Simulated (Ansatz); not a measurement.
All numbers below come from DFT PBE, scalar-relativistic, plane waves, PAW, and for the lanthanide a 4f-in-core norm-conserving potential, in Ansatz. Cutoff 660 eV, Γ-centred meshes of about 0.25 Å⁻¹ or finer for metals and 0.3 Å⁻¹ for insulators (2π included), Gaussian smearing. No spin polarisation.

All energies are static (0 K, no zero-point motion).

Two forms of KNd2Sb3 were relaxed alike.

A. Space group Pmm2 (No. 25), orthorhombic, a = 4.278 Å, b = 4.319 Å, c = 12.210 Å. Around K lie 3 Sb at 3.38–3.46 Å; Nd on its first site is surrounded by 8 Sb at 3.35–3.39 Å; around Nd on its second site lie 6 Sb at 3.14–3.24 Å; around Sb on its first site lie 1 Sb at 2.89 Å and 6 Nd at 3.24–3.39 Å; Sb on its second site is surrounded by 1 Sb at 2.89 Å, 4 Nd at 3.35 Å and 2 K at 3.46 Å; 1 more site not described.

B. Space group Immm (No. 71), orthorhombic, a = 5.416 Å, b = 6.567 Å, c = 11.730 Å. K has 2 Sb at 3.28 Å, 4 Sb at 3.65 Å and 2 Nd at 3.93 Å; Nd is surrounded by 2 Sb at 3.09 Å, 4 Sb at 3.32–3.33 Å, 1 Nd at 3.88 Å and 1 K at 3.93 Å; Sb on a site of symmetry mm2 has 2 Nd at 3.09 Å, 2 Nd at 3.32 Å, 1 Sb at 3.42 Å and 2 K at 3.65 Å; Sb on a site of symmetry mmm is surrounded by 2 K at 3.28 Å, 4 Nd at 3.33 Å and 2 Sb at 3.42 Å.

Question: Which is lower in energy, and by how much?

Answer: They are level within the accuracy (5 meV/atom apart, with A the lower in these runs). A has space group Pmm2 (No. 25), 37.6 Å³/atom and no gap on its mesh; B has space group Immm (No. 71), 34.8 Å³/atom and no gap. Counting Sb atoms around K and Nd (those within 1.25 times the shortest such distance or 1.15 times the sum of covalent radii, 1.27 where that leaves under three; a plus sign parts nearer from farther groups; a slash parts the counts of unlike sites), A has K 3, Nd 6/8 and B has K 2+4, Nd 6. A holds Sb–Sb pairs (shortest 2.89 Å); in B the shortest Sb–Sb distance is 3.42 Å, near bonding range too. Both come from trial cells of a structure search, whose lowest cell (P-6m2, 37.7 Å³/atom) lies 87 meV/atom below the lower of the two.

For metals, differences of a few meV/atom aren't resolved. Spin–orbit coupling, which can matter for Sb, is left out. Cells relaxed within their symmetry can be saddle points. Some types were kept out of the candidates beforehand, so the set may lack a known form.

The lanthanide is trivalent by construction, without f bands, f moments or other valences.
